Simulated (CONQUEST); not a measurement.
A self-consistent single point of Te (Pmc2_1, 4 atoms in the cell; from Materials Project mp-1178952, changed as shown) with CONQUEST.

Level of theory: LDA (PW92), numerical atomic orbitals double-zeta with polarisation (the shipped basis), PseudoDojo norm-conserving potentials made for LDA run with CONQUEST 1.3.

The change in words: lattice scaled by 0.98. Reference geometry (Pmc2_1):
```yaml
crystal:
  lattice:
    - [3.13077, 0.00000, 0.00000]
    - [0.00000, 4.74291, 0.00000]
    - [0.00000, 0.00000, 8.98561]
  atoms:
    - { symbol: Te, position: [0.50000, 0.54527, 0.76081] }
    - { symbol: Te, position: [0.50000, 0.45473, 0.26081] }
    - { symbol: Te, position: [0.50000, 0.98747, 0.00919] }
    - { symbol: Te, position: [0.50000, 0.01253, 0.50919] }
```

Reference input (self-consistent single point, DFT, LDA (PW92), numerical atomic orbitals double-zeta with polarisation (the shipped basis), PseudoDojo norm-conserving potentials made for LDA): basis = DZP; Diag.MPMeshX, Y, Z = 8 6 4; potentials = PseudoDojo norm-conserving LDA; Grid.GridCutoff = 175 Ha; DM.SolutionMethod = diagon; Diag.kT = 0.004998 Ha; Diag.GammaCentred = true; minE.SCTolerance = 1.0e-06; SC.MaxIters = 100; SC.LinearMixingFactor = 0.5; SC.KerkerPreCondition = true; SC.KerkerFactor = 0.1 1/bohr. This run's input differs from it in these lines:

```diff
@@ -31,5 +31,5 @@
 # file: coords.dat
-     5.916297859      0.000000000      0.000000000
-     0.000000000      8.962800934      0.000000000
-     0.000000000      0.000000000     16.980341963
+     5.797972658      0.000000000      0.000000000
+     0.000000000      8.783545293      0.000000000
+     0.000000000      0.000000000     16.640735501
 4
```

Output, abridged:

```
    new_SC_potl: Starting.  Tolerance:  0.10000E-05

    PulayMixSC: Starting Pulay mixing, A_up =  0.500 A_dn =  0.500
    PulayMixSC: Spin non-polarised calculation.
    PulayMixSC: with Kerker preconditioning, q0 =  0.100
          Harris-Foulkes Energy            :      -418.479233411759651 Ha
          GroundState Energy (E-(1/2)TS)   :      -418.481401913161164 Ha
          Free Energy (E-TS)               :      -418.483570414562678 Ha
          DFT Total Energy                 :      -418.471963285290599 Ha
          Total number of electrons        :        63.999999999999311
   [... lines left out ...]
          Total number of electrons        :        64.000068714325209
    PulayMixSC: Pulay iteration     5 residual:              0.10561E-05
          Harris-Foulkes Energy            :      -418.474225155042632 Ha
          GroundState Energy (E-(1/2)TS)   :      -418.476406914954168 Ha
          Free Energy (E-TS)               :      -418.478588674865762 Ha
          DFT Total Energy                 :      -418.474225154903252 Ha
          Total number of electrons        :        64.000069134591513
    PulayMixSC: Pulay iteration     6 residual:              0.41715E-06
    PulayMixSC: Reached SCF tolerance of  0.41715E-06 after      6 iterations
      | Number of electrons      =        64.000069
      |* band energy as 2Tr[K.H] =       -69.861928021459832 Ha
      |  screened ion-ion energy =      -312.788559157582085 Ha
      |  Ha correction           =         1.126278215280967 Ha
      |  XC correction           =       -36.950016982699822 Ha
      | GS Energy as E-(1/2)TS   =      -418.476406914954168 Ha
      | Free Energy as E-TS      =      -418.478588674865762 Ha
      |* Harris-Foulkes energy   =      -418.474225155042632 Ha
      |* DFT total energy        =      -418.474225154903252 Ha
      |  estimated accuracy      =        -0.000000000139380 Ha

    force: Forces on atoms (Ha/a0)
    force:  Atom   X              Y              Z
   [... lines left out ...]
    force: Maximum force :        0.00754194(Ha/a0) on atom         2 in y direction
   [... lines left out ...]
    force: Force Residual:        0.00581047 Ha/a0
    force: Total stress:         -1.82701739     0.00000000    -0.00000000 GPa
                             0.00000000    -0.64867421    -0.00000000
                            -0.00000000    -0.00000000    -1.00339732
    force: Average pressure:      1.15969630 GPa

    force: Finished force
    get_E_and_F: Change in energy during last step of electronic optimisation: -0.15619E-06
```

The run converged in 6 iterations. CONQUEST prints the stress tensor with tension positive. Against the reference run the free energy drops by 8.0 meV/atom, the pressure goes from -2.20 to 1.16 GPa and the largest force goes from 0.211 to 0.396 eV/Å.

The program uses no crystal symmetry, so grid and mesh can part values that symmetry would make equal. The atom-centred basis is finite, which shifts total energies, pressures and forces against plane waves. The structure comes from a collection of computed structures, made at another level of theory; the collection holds predicted forms beside known ones. No clean gap shows at this smearing width and mesh (spacing up to 0.26 Å⁻¹); the mesh is coarse for partly filled bands, so the values carry mesh errors. Semi-local functionals can close small gaps.

Cost on one core: roughly 30 core-seconds.
